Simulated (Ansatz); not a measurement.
AsRu:
```xyz
2
Lattice="3.0399 0.0000 0.0000 0.0000 3.0399 0.0000 0.0000 0.0000 3.0399" Properties=species:S:1:pos:R:3 pbc="T T T"
Ru     0.0000     0.0000     0.0000
As     1.5199     1.5199     1.5199
```

Relaxed with PBEsol. Special points in fractions of this cell's reciprocal vectors: Γ (0.000, 0.000, 0.000); X (0.000, 0.500, 0.000); M (0.500, 0.500, 0.000); R (0.500, 0.500, 0.500).

Question: List the band energies nearest the Fermi level at these points for DFT-PBEsol in the program Ansatz with PAW potentials.

Answer: In eV from the Fermi level; about four levels below and three above (degenerate sets whole), none deeper than 8.9 eV; points with the same levels are listed once.

```tsv
k	below	above
Γ	-4.65 -4.65 -1.14 -1.14 -1.14	0.23 0.23 0.23
X	-3.96 -3.78 -3.78 -0.96	0.34 5.60 5.60
M	-5.57 -5.57 -4.21 -2.38 -2.38	0.13 0.22 2.80
R	-8.88 -7.42 -7.42 -7.42	0.22 0.22 2.73 2.73 2.73
```

Space group Pm-3m (CsCl type). A made-up cell: these elements were put on the sites of a structure type; neither database checked (COD, Materials Project) lists it. Its standing as an ambient phase is unchecked. The PBEsol relaxation kept the symmetry of its start; its stability against distortions is not shown here. No spin polarisation was allowed. Scalar-relativistic: spin–orbit coupling is off unless named, which matters more the heavier the elements.

Potentials: the earlier of the program's two PAW sets. The files were generated under PBE; for other functionals the program regenerates the frozen cores, and for LDA and PBEsol the local potential too.
